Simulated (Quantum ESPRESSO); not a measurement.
Simulation results for CaMg$_{2}$ZnO$_{4}$ (made-up cell)

All values are calculated (Quantum ESPRESSO 7.5). Calculation on a made-up crystal cell, not a measurement: periodic Kohn-Sham density functional theory in plane waves with PseudoDojo standard norm-conserving scalar-relativistic pseudopotentials, each functional with its own files (v0.5 for PBE, v0.4.1 for LDA and PBEsol), no spin polarisation, no spin-orbit coupling, atoms not relaxed, stress positive in tension, energies less a fixed whole-eV offset for each atom's element; levels are Kohn-Sham levels at fractions of this cell's reciprocal vectors, counted from the reference band (half the neutral cell's valence electrons, rounded up) at Gamma; error bars cover cutoff and k-mesh only, not smearing or the files; added strain carries the atoms with the cell, and shear is the tensor component; each bar is the largest change over components, and at least 0.002 eV, 0.002 eV per angstrom or 0.02 GPa; energies are for the whole cell, and the offsets were chosen from early runs and are not element reference energies.

### CaMg$_{2}$ZnO$_{4}$ (made-up cell)

```
CaMg2ZnO4
1.0
      4.5250     0.0000     0.0000
      0.0000     4.5250     0.0000
      0.0000     0.0000     4.5250
Zn Ca Mg O
1 1 2 4
Direct
  -0.01200 -0.00636 0.01929
  0.01036 0.52709 0.48552
  0.51417 0.01344 0.50676
  0.46935 0.48588 0.01803
  0.48809 0.03043 0.02259
  0.52316 0.50632 0.49410
  0.99014 0.01680 0.54789
  0.99764 0.52857 -0.02219
```

It was run with lattice type rocksalt, functional pbe, cutoff 1143 eV, fermi dirac smearing 0.025 eV, scf tolerance 1e-07 eV, electrons removed 0 and k mesh 4 x 4 x 4, shifted by half a step.

Atoms:
```csv
atoms element,atom site,atom energy offset (eV)
Zn,1,-5687
Ca,2,-1055
Mg,3,-1617
Mg,4,-1617
O,5,-452
O,6,-452
O,7,-452
O,8,-452
```

## Withheld values
1. What stress yy does the calculation give for CaMg$_{2}$ZnO$_{4}$ (made-up cell)?

Answers
1. 3.752 GPa

Further results for CaMg$_{2}$ZnO$_{4}$ (made-up cell):

- free energy less offsets: 0.5249 eV
- smearing term minus ts: 0 eV
- scf iterations: 12
- pressure: -4.334 GPa
- stress xx: 4.737 GPa
- stress zz: 4.513 GPa
- stress yz: 0.1946 GPa
- stress xz: 0.3505 GPa
- stress xy: 0.1489 GPa
- error bar energy: 0.002 eV
- error bar stress: 0.04034 GPa
- error bar force: 0.004364 eV/Å
- error bars from: tighter rerun of a related cell

Forces:
```csv
site,x (eV/Å),y (eV/Å),z (eV/Å)
1,-0.001746,0.1478,-0.6685
2,-0.0622,-0.6717,0.449
3,-0.0148,0.1376,0.3022
4,0.7136,0.4019,-0.5045
5,0.06593,-0.4223,0.07199
6,-1.16,0.1896,-0.07076
7,0.1793,0.2406,-0.7788
8,0.2804,-0.02344,1.199
```
